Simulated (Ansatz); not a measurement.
BeTe:
```
CELL_PARAMETERS angstrom
      0.00000     2.68525     2.68525
      2.68525     0.00000     2.68525
      2.68525     2.68525     0.00000
ATOMIC_POSITIONS crystal
  Be 0.00000 0.00000 0.00000
  Te 0.50000 0.50000 0.50000
```

Relaxed with r²SCAN. Special points in fractions of this cell's reciprocal vectors: Γ (0.000, 0.000, 0.000); X (0.500, 0.000, 0.500); U (0.625, 0.250, 0.625); K (0.375, 0.375, 0.750); L (0.500, 0.500, 0.500); W (0.500, 0.250, 0.750).

### Question
List the band energies nearest the Fermi level at these points for r²SCAN (plane waves, PAW; program Ansatz).

### Answer
In eV from the Fermi level; about four levels below and three above (degenerate sets whole), none deeper than 8.9 eV; points with the same levels are listed once.

| k | below | above |
|---|---|---|
| Γ | -0.32 -0.32 -0.32 | 3.60 6.84 6.84 6.84 |
| X | -6.29 -3.18 -3.18 -0.91 | 3.47 9.59 9.59 |
| U | -5.68 -5.26 -2.50 | 0.71 6.31 6.69 |
| L | -7.13 -0.35 -0.35 | 2.58 2.58 3.47 |
| W | -5.11 -5.11 -4.42 | 3.54 3.86 7.95 7.95 |

Space group Fm-3m (rock salt). The start of the workflow was typed in or built on a structure type; neither database checked (COD, Materials Project) lists it. COD files the formula under space group No. 216, so this cell is another polymorph or a model. Its standing as an ambient phase is unchecked. The r²SCAN relaxation kept the symmetry of its start; whether a distortion lowers the energy is not shown. Scalar-relativistic: spin–orbit coupling is off unless named, which matters more the heavier the elements.

Potentials: the later of the program's two PAW sets.
